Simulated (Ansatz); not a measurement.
Data:

K2LiRhF6:
```cif
data_F6K2LiRh
_chemical_formula_sum 'K2 Li1 Rh1 F6'
_space_group_name_H-M_alt 'P 1'
_space_group_IT_number 1
_cell_length_a 5.53269
_cell_length_b 5.53269
_cell_length_c 5.53269
_cell_angle_alpha 60.000
_cell_angle_beta 60.000
_cell_angle_gamma 60.000
loop_
_space_group_symop_operation_xyz
  'x, y, z'
loop_
_atom_site_label
_atom_site_type_symbol
_atom_site_fract_x
_atom_site_fract_y
_atom_site_fract_z
_atom_site_occupancy
K1 K 0.75000 0.75000 0.75000 1
K2 K 0.25000 0.25000 0.25000 1
Li1 Li 0.50000 0.50000 0.50000 1
Rh1 Rh 0.00000 0.00000 0.00000 1
F1 F 0.75031 0.24969 0.24969 1
F2 F 0.24969 0.75031 0.75031 1
F3 F 0.24969 0.75031 0.24969 1
F4 F 0.75031 0.24969 0.75031 1
F5 F 0.24969 0.24969 0.75031 1
F6 F 0.75031 0.75031 0.24969 1
```

This is the LDA-relaxed structure.

Q: All from LDA in the plane-wave PAW code Ansatz, unless another level is named. Estimate the Poisson's ratio.

A: 0.30.

Q: What about the highest zone-centre frequency (without LO–TO term)?

A: 584 cm^-1.

Space group Fm-3m. The first step of the workflow began from a Materials Project structure, measured or hypothetical; the Crystallography Open Database copy checked does not list it. Whether it is the stable phase at ambient conditions was not checked. The LDA relaxation kept the symmetry of its start; phonons on a q-mesh show no instability. No spin polarisation was allowed.

Potentials: the later of the program's two PAW sets.
